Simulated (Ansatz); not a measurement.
# Calculated field gradients at the nuclei for TiSi2 at a changed volume

The cell is an entry of the Crystallography Open Database (COD), relaxed with PBE at fixed cell and then changed (volume scaled by 1.06, ions relaxed).

```
Ti Si
1.0
     0.00000    4.19877    4.34508
     2.43331    0.00000    4.34508
     2.43331    4.19877    0.00000
Ti Si
2 4
Direct
  0.75000 0.75000 0.75000
  0.50000 0.50000 0.50000
  0.08710 0.41290 0.08710
  0.41290 0.08710 0.41290
  0.16290 0.83710 0.16290
  0.83710 0.16290 0.83710
```

Sites (sets of like atoms) are named by element and the number of their first atom in this list.

The numbers come from a DFT calculation in Ansatz (PBE, plane waves and PAW, scalar-relativistic, 420 eV cutoff, Γ-centred 13×13×13 k-points, Fermi–Dirac smearing 0.05 eV).

Conventions: |V_zz| ≥ |V_yy| ≥ |V_xx|, η = (V_xx − V_yy)/V_zz, C_Q = eQV_zz/h. Directions are in the Cartesian axes of the cell vectors above, for the atom listed; none is given where the gradient is under 0.02 or η is above 0.95.

Problem. What field gradients does the calculation give at each kind of site?

Solution. 

```
site  first atom                                                    first shell  V_zz (10²¹ V/m²)     η  direction of V_zz (x, y, z)
  Ti           1                           10 Si at 2.60–2.83 Å, 4 Ti at 3.26 Å              1.44  0.20               0.00 1.00 0.00
  Si           3  5 Si at 2.57–2.84 Å, 5 Ti at 2.60–2.83 Å; also 4 Si at 3.26 Å             -3.31  0.19              -0.63 0.00 0.78
```

The run finds no gap above 0.1 eV (a metal, or nearly one), so the gradients can move by 10 % or more with the k-mesh. At this changed cell the PBE pressure is -6 GPa.
